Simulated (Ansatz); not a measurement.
AlRu, in the lowest of the structures calculated here: Pm-3m (No. 221), cP2, CsCl type; a = b = c = 2.9539 Å, α = β = γ = 90.00°; Al 1b (0.500, 0.500, 0.500); Ru 1a (0.000, 0.000, 0.000). All values below come from LDA (plane waves to 420 eV, PAW, scalar-relativistic; Ansatz, a program for electronic structure). Element references, the lowest calculated here: Al (Fm-3m), Ru (P6₃/mmc).

Total energies (eV/atom, σ → 0; comparable only within this code, potentials and settings):

| phase | E (eV/atom) |
|---|---|
| AlRu (Pm-3m) | -3136.230 |
| Al (Fm-3m) | -512.877 |
| Ru (P6₃/mmc) | -5758.295 |

Problem. What is the formation energy of this Pm-3m form of AlRu from the elements?

Solution. E_f = -3136.230 − [1 × (-512.877) + 1 × (-5758.295)] / 2 = -0.64 eV/atom (-1.3 eV per formula unit).

Static energies, no anion corrections, no zero-point energy. Values are rounded to 0.01 eV/atom. The compounds carry no spin polarisation.
